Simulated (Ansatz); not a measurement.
Each is relaxed and computed with DFT-PBE in the program Ansatz with PAW potentials. Which is the only one with a gap?
(A) AlRu2C, P6_3/mmc (Al on 2d, Ru on 4f, C on 2a)
(B) PbI2, P6_3/mmc (Pb on 2c, I on 4f)
(C) SiMo2, P6_3/mmc (Si on 2c, Mo on 2a, Mo on 2d)
(D) TiC, P6_3/mmc (Ti on 2c, C on 2d)

B, PbI2, P6_3/mmc (Pb on 2c, I on 4f). PbI2: gap 2.56 eV (indirect); SiMo2: metal; TiC: metal; AlRu2C: metal. Constructed cells (a structure type filled with these elements, in neither database checked): PbI2, P6_3/mmc (Pb on 2c, I on 4f); SiMo2, P6_3/mmc (Si on 2c, Mo on 2a, Mo on 2d). Typed or built starts, not in the databases checked: TiC, P6_3/mmc (Ti on 2c, C on 2d); AlRu2C, P6_3/mmc (Al on 2d, Ru on 4f, C on 2a). Not the usual ambient phase: PbI2, P6_3/mmc (Pb on 2c, I on 4f); TiC, P6_3/mmc (Ti on 2c, C on 2d). Weakly bound layers, chains or molecules computed without a dispersion correction, so cells and soft constants are ill determined: PbI2, P6_3/mmc (Pb on 2c, I on 4f). All cells were relaxed under the symmetry of their starts (and spin orders); stability against distortions was not tested throughout. Rows with no word on spin ran without spin polarisation. Scalar-relativistic: spin–orbit coupling is off unless named, which matters more the heavier the elements.

Potentials: the later of the program's two PAW sets.
